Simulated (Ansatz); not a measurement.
**Property card for Ga$_{2}$BiAs**

Ga2BiAs:
```xyz
4
Lattice="4.1830 0.0000 0.0000 0.0000 4.1830 0.0000 0.0000 0.0000 5.9691" Properties=species:S:1:pos:R:3 pbc="T T T"
Ga     2.0915     0.0000     4.3277
Ga     0.0000     2.0915     1.6415
Bi     0.0000     0.0000     0.0000
As     2.0915     2.0915     2.9846
```

Space group P-4m2 (No. 115); conventional cell a = b = 4.183 Å, c = 5.969 Å, α = β = γ = 90.00°.

Method: LDA (plane waves, PAW; program Ansatz). The cell and atoms are relaxed at this level. Other levels are named where they apply.

**Cell and energy**

| Item | Result |
|---|---|
| Volume per atom | 26.11 Å³ |
| Density | 6.73 g/cm³ |
| Formation energy from the elements (no fitted shifts) | -0.074 eV/atom |

**Electronic structure**

| Quantity | Value |
|---|---|
| Electronic character | no gap, with almost no states at the Fermi level (zero-gap or semimetallic) |
| Density of states at the Fermi level | 0.02 states/eV per atom (mean over ±0.08 eV) |

**Mechanics**

| Quantity | Value |
|---|---|
| Bulk modulus (Birch–Murnaghan fit) | 563 kbar |
| Pressure derivative B′ | 4.7 |

**Phonons**

| Quantity | Result |
|---|---|
| Highest zone-centre frequency | 229 cm^-1 |
| Zone-centre stability | no imaginary mode at Γ |

The first step of the workflow began from a Materials Project structure, measured or hypothetical; the Crystallography Open Database copy checked does not list it. Whether it is the stable phase at ambient conditions was not checked. The LDA relaxation kept the symmetry of its start. A small band overlap can be real or an error of a semilocal functional. As this level gives no gap, phonon frequencies hold no LO–TO term and depend on the k-mesh and smearing (Fermi–Dirac, 0.1 eV here). The references are the lowest solids computed at this level, not always the standard phases. Scalar-relativistic: spin–orbit coupling is off unless named, which matters more the heavier the elements.

Potentials: the later of the program's two PAW sets.
